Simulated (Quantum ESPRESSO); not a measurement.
# Al4Ru2NbPt: input and log of a self-consistent run

Computed values, not a measurement. The program is pw.x of Quantum ESPRESSO 7.5 (plane-wave density functional theory). The cell is made up: eight metal atoms on a face-centred cubic lattice, with elements, volume, strain and displacements drawn at random and not relaxed, so it may be unstable or far from any real phase. PseudoDojo standard norm-conserving files set the functional (PBE unless stated); there is no spin polarisation or spin-orbit coupling, the Fermi-Dirac width of 0.25 eV means electrons at about 2900 K, and the masses in the input are unused placeholders. Heavy elements are run without spin-orbit coupling, which real alloys of them have. A spin test at this wide smearing found no moment, but such smearing suppresses magnetism that the real alloy may have.

Input:

```
&control calculation='scf', pseudo_dir='./dojo.nc.sr.pbe.v0_5.standard.upf', outdir='./o', disk_io='minimal', tprnfor=.true., tstress=.true. /
&system ibrav=0, nat=8, ntyp=4, nbnd=51, ecutwfc=84.00895049, nosym=.true., tot_charge=0,
 occupations='smearing', smearing='fd', degauss=0.0183746611
/
&electrons conv_thr=1.470e-08, electron_maxstep=70, mixing_beta=0.5 /
ATOMIC_SPECIES
Al 1.0 Al.upf
Nb 1.0 Nb.upf
Pt 1.0 Pt.upf
Ru 1.0 Ru.upf
CELL_PARAMETERS angstrom
-0.0051 1.9236 1.9745
-3.9216 0.006 0.0043
0.0033 -7.672 7.8755
ATOMIC_POSITIONS angstrom
Al -0.0261 -0.0978 -0.0073
Al 0.0178 -1.9914 1.9355
Ru 0.0342 -3.7987 3.9014
Nb 0.0439 -5.7069 5.921
Ru -1.8717 0.0763 1.9029
Pt -2.025 -1.8581 3.989
Al -1.9828 -3.849 5.948
Al -1.9679 -5.7673 7.893
K_POINTS automatic
8 6 2 1 1 1
```

The log is shortened where brackets say so; the opening notice, blank lines, dates and the lines on written files are dropped, and the path of the files is cut. It prints rydbergs, bohrs and kilobars, and counts compression as positive stress. Its total energy is the free energy E - TS of the whole cell.

```
     Program PWSCF v.7.5
     Parallel version (MPI & OpenMP), running on       4 processor cores
     Number of MPI processes:                 4
     Threads/MPI process:                     1
     [start-up lines left out]
     bravais-lattice index     =            0
     lattice parameter (alat)  =       5.2092  a.u.
     unit-cell volume          =     801.8030 (a.u.)^3
     number of atoms/cell      =            8
     number of atomic types    =            4
     number of electrons       =        75.00
     number of Kohn-Sham states=           51
     kinetic-energy cutoff     =      84.0090  Ry
     charge density cutoff     =     336.0358  Ry
     scf convergence threshold =      1.5E-08
     mixing beta               =       0.5000
     number of iterations used =            8  plain     mixing
     Exchange-correlation= PBE
                           (   1   4   3   4   0   0   0)
     [axes and pseudopotential details left out]
   Cartesian axes
     site n.     atom                  positions (alat units)
         1        Al     tau(   1) = (  -0.0094681  -0.0354783  -0.0026482  )
         2        Al     tau(   2) = (   0.0064572  -0.7224084   0.7021298  )
         3        Ru     tau(   3) = (   0.0124065  -1.3780318   1.4152877  )
         4        Nb     tau(   4) = (   0.0159253  -2.0702582   2.1479260  )
         5        Ru     tau(   5) = (  -0.6789855   0.0276789   0.6903037  )
         6        Pt     tau(   6) = (  -0.7345972  -0.6740519   1.4470658  )
         7        Al     tau(   7) = (  -0.7192886  -1.3962789   2.1577206  )
         8        Al     tau(   8) = (  -0.7138834  -2.0921692   2.8632968  )
     number of k points=    48  Fermi-Dirac smearing, width (Ry)=  0.0184
                       cart. coord. in units 2pi/alat
        k(    1) = (  -0.0584821  -0.0002181   0.0873180), wk =   0.0416667
        k(    2) = (  -0.0584407   0.0896063  -0.0001906), wk =   0.0416667
     [further k points left out]
     Dense  grid:    83481 G-vectors     FFT dimensions: (  32,  45, 125)
     Estimated max dynamical RAM per process >     232.51 MB
     Estimated total dynamical RAM >     868.88 MB
     Initial potential from superposition of free atoms
     starting charge      74.9862, renormalised to      75.0000
     Starting wfcs are   56 randomized atomic wfcs
     total cpu time spent up to now is        3.4 secs
     per-process dynamical memory:   172.6 Mb
     Self-consistent Calculation
     iteration #  1     ecut=    84.01 Ry     beta= 0.50
     Davidson diagonalization with overlap
     ethr =  1.00E-02,  avg # of iterations =  5.4
     total cpu time spent up to now is       12.2 secs
     total energy              =    -805.74844957 Ry
     estimated scf accuracy    <       4.71776174 Ry
     iteration #  2     ecut=    84.01 Ry     beta= 0.50
     Davidson diagonalization with overlap
     ethr =  6.29E-03,  avg # of iterations =  5.9
     total cpu time spent up to now is       22.4 secs
     total energy              =    -798.96126983 Ry
     estimated scf accuracy    <     207.88540952 Ry
     iteration #  3     ecut=    84.01 Ry     beta= 0.50
     Davidson diagonalization with overlap
     ethr =  6.29E-03,  avg # of iterations =  4.8
     total cpu time spent up to now is       31.3 secs
     total energy              =    -808.07625903 Ry
     estimated scf accuracy    <      10.83940320 Ry
     iteration #  4     ecut=    84.01 Ry     beta= 0.50
     Davidson diagonalization with overlap
     ethr =  6.29E-03,  avg # of iterations =  2.3
     total cpu time spent up to now is       37.7 secs
     total energy              =    -808.23015763 Ry
     estimated scf accuracy    <      15.83490810 Ry
     iteration #  5     ecut=    84.01 Ry     beta= 0.50
     Davidson diagonalization with overlap
     ethr =  6.29E-03,  avg # of iterations =  1.0
     total cpu time spent up to now is       43.4 secs
     total energy              =    -808.74875130 Ry
     estimated scf accuracy    <       1.50067830 Ry
     [iterations 6 to 11 left out]
     iteration # 12     ecut=    84.01 Ry     beta= 0.50
     Davidson diagonalization with overlap
     ethr =  5.38E-08,  avg # of iterations =  1.2
     total cpu time spent up to now is       89.3 secs
     total energy              =    -808.82107084 Ry
     estimated scf accuracy    <       0.00000029 Ry
     iteration # 13     ecut=    84.01 Ry     beta= 0.50
     Davidson diagonalization with overlap
     ethr =  3.93E-10,  avg # of iterations =  4.4
     total cpu time spent up to now is       97.8 secs
     total energy              =    -808.82107095 Ry
     estimated scf accuracy    <       0.00000025 Ry
     iteration # 14     ecut=    84.01 Ry     beta= 0.50
     Davidson diagonalization with overlap
     ethr =  3.31E-10,  avg # of iterations =  2.0
     total cpu time spent up to now is      104.1 secs
     total energy              =    -808.82107094 Ry
     estimated scf accuracy    <       0.00000128 Ry
     iteration # 15     ecut=    84.01 Ry     beta= 0.50
     Davidson diagonalization with overlap
     ethr =  3.31E-10,  avg # of iterations =  1.0
     total cpu time spent up to now is      109.9 secs
     total energy              =    -808.82107099 Ry
     estimated scf accuracy    <       0.00000002 Ry
     iteration # 16     ecut=    84.01 Ry     beta= 0.50
     Davidson diagonalization with overlap
     ethr =  2.37E-11,  avg # of iterations =  2.0
     total cpu time spent up to now is      116.0 secs
     End of self-consistent calculation
     [lines on levels left out]
!    total energy              =    -808.82107098 Ry
     estimated scf accuracy    <          6.3E-09 Ry
     smearing contrib. (-TS)   =      -0.09797364 Ry
     internal energy E=F+TS    =    -808.72309734 Ry
     The total energy is F=E-TS. E is the sum of the following terms:
     one-electron contribution =    -466.68170062 Ry
     hartree contribution      =     271.14200841 Ry
     xc contribution           =    -151.05865499 Ry
     ewald contribution        =    -462.12475014 Ry
     convergence has been achieved in  16 iterations
     Forces acting on atoms (cartesian axes, Ry/au):
     atom    1 type  1   force =     0.01775584   -0.00204087    0.01505587
     atom    2 type  1   force =    -0.00472459    0.01329584   -0.00209537
     atom    3 type  4   force =    -0.02533783   -0.04166263    0.04529763
     atom    4 type  2   force =    -0.02704937    0.00369759   -0.01397403
     atom    5 type  4   force =    -0.01514640   -0.01924080    0.00317794
     atom    6 type  3   force =     0.02468332    0.00369837   -0.01853569
     atom    7 type  1   force =     0.02132214    0.06382092   -0.05067153
     atom    8 type  1   force =     0.00849688   -0.02156843    0.02174518
     Total force =     0.125705     Total SCF correction =     0.000557
     Computing stress (Cartesian axis) and pressure
          total   stress  (Ry/bohr**3)                   (kbar)     P=       46.64
   0.00001830   0.00009411  -0.00006342            2.69       13.84       -9.33
   0.00009411   0.00048188   0.00015420           13.84       70.89       22.68
  -0.00006342   0.00015420   0.00045091           -9.33       22.68       66.33
     init_run     :      3.23s CPU      3.36s WALL (       1 calls)
     electrons    :    112.01s CPU    112.60s WALL (       1 calls)
     forces       :      1.13s CPU      1.13s WALL (       1 calls)
     stress       :      3.93s CPU      3.93s WALL (       1 calls)
     [timing details left out]
     PWSCF        :   2m 0.39s CPU   2m 1.12s WALL
     JOB DONE.
```

In other units: free energy -11004.571 eV for the cell, pressure 4.66 GPa, largest force component 1.641 eV/Å in size. The run took 123 s of wall time with four MPI processes on a shared machine (Intel Xeon, 2023 or later, virtual cores), so the time is rough. A rerun of this cell at a higher cutoff and on a denser mesh moved values by no more than 0.002 eV in energy, 0.05 GPa in stress and 0.008 eV/Å in force, and a second program with other atomic files agreed on that cell to 2 % rms in force and 0.5 GPa in pressure.